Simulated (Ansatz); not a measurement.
The start is a generated cell, TiC placed in the AFLOW prototype AB_tI16_140_ab_h (B37, as in TlSe). The structure is fully relaxed (lattice and positions, P = 0) with PBE (plane waves to 420 eV, PAW, scalar-relativistic; Ansatz, a quantum-chemistry and plane-wave program). First-step values are on the input's coarse k-mesh.

Ansatz input (later rounds restart from its end on a renewed k-mesh):
Ansatz 0.2 input:
```yaml
crystal:
  lattice:
    - [-2.8826453, 2.8826453, 2.5164811]
    - [2.8826453, -2.8826453, 2.5164811]
    - [2.8826453, 2.8826453, -2.5164811]
  atoms:
    - { symbol: C, position: [0.75, 0.75, 0] }
    - { symbol: C, position: [0.25, 0.25, 0] }
    - { symbol: C, position: [0.25, 0.75, 0.5] }
    - { symbol: C, position: [0.75, 0.25, 0.5] }
    - { symbol: Ti, position: [0.179, 0.679, 0.858] }
    - { symbol: Ti, position: [0.321, 0.179, 0.5] }
    - { symbol: Ti, position: [0.679, 0.821, 0.5] }
    - { symbol: Ti, position: [0.821, 0.321, 0.142] }
basis: { ecutwfc: 420, ecutrho_ratio: 4, xc_grid: 2, fft_grid_basis: typed }
kpoints: { mp_grid: { grid: [6, 6, 6] } }
hamiltonian:
  xc: pbe
  dispersion: none
  pseudopotentials: { azcp: { folder: ./paw }, kind: paw }
scf: { occupations: { method: fermi_dirac, width: 0.05 } }
relax: { f_tol: 0.01, max_steps: 100, cell: { stress_tol: 0.02 } }
output: { forces: true, stress: true }
```

Q: How much energy is released per atom?

A: 0.04 eV/atom.

Q: How does the volume change?

A: -0.7 %, from 10.46 to 10.39 Å³/atom.

Q: How do the shortest distances between atoms change?

A: The closest pairs of elements (up to four, under 3.6 Å), start → end: C–Ti 1.93 → 2.00 Å; C–C 2.52 → 2.63 Å; Ti–Ti 2.77 → 2.80 Å.

Q: What band gap does the relaxed structure have at this level?

A: No gap (metallic).

The space group stays I4/mcm (No. 140) (the run could not lower it); the end is AFLOW prototype AB_tI16_140_ab_h (B37, as in TlSe), with 8 atoms in the primitive cell. Final values are on a 12×12×12 k-mesh of the relaxed cell. No spin polarisation in the result.

The run could not lose the symmetry of its start: the end is stationary, and may be a saddle point rather than a minimum.

The relaxed structure here is a generated cell of TiC: the first start was made by placing the elements on the sites of a structure type, and the end was not matched to a known phase here, so it may be hypothetical. Known forms of TiC include space group No. 225.
